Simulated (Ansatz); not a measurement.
**Hf3H8: stable or not**

It was reached by relaxing an invented guess, and it needn't be the stable form of this composition.

Level of theory: Ansatz 0.2.0, DFT PBE, scalar-relativistic, plane waves, PAW. Settings of the last relaxation (11-atom cell): 420 eV, 8×8×8 k points, Gaussian smearing of 0.10 eV, no spin polarisation.

```
CELL_PARAMETERS angstrom
4.65428 0.00000 0.00000
0.00000 4.65428 0.00000
0.00000 0.00000 4.65428
ATOMIC_POSITIONS crystal
Hf 0.50000 0.00000 0.00000
Hf 0.00000 0.50000 0.00000
Hf 0.00000 0.00000 0.50000
H 0.74521 0.74521 0.74521
H 0.25479 0.25479 0.74521
H 0.25479 0.74521 0.25479
H 0.74521 0.25479 0.25479
H 0.74521 0.74521 0.25479
H 0.25479 0.25479 0.25479
H 0.74521 0.25479 0.74521
H 0.25479 0.74521 0.74521
```

The zero of energy is the elements' standard structures at the same level (H₂ as a molecule); no fitted shifts are applied.

Question: These tests were run: energy against the elements; random kick, then relaxation without symmetry; phonons on a 2×2×2 q mesh. What do they show?

Answer:

```tsv
test	result
energy against the elements	−0.35 eV/atom
random kick, then relaxation without symmetry	returns
phonons on a 2×2×2 q mesh	no imaginary mode on the mesh
```

It fails none of these tests. Whether a mixture of other phases lies lower isn't tested here.

These runs have no spin–orbit coupling, which can matter for Hf. With hydrogen, zero-point motion can shift formation energies by some tens of meV/atom. The kick test ran on a coarse mesh. The run for the phonons used an 8×8×8 k mesh and Fermi–Dirac smearing of 0.15 eV.
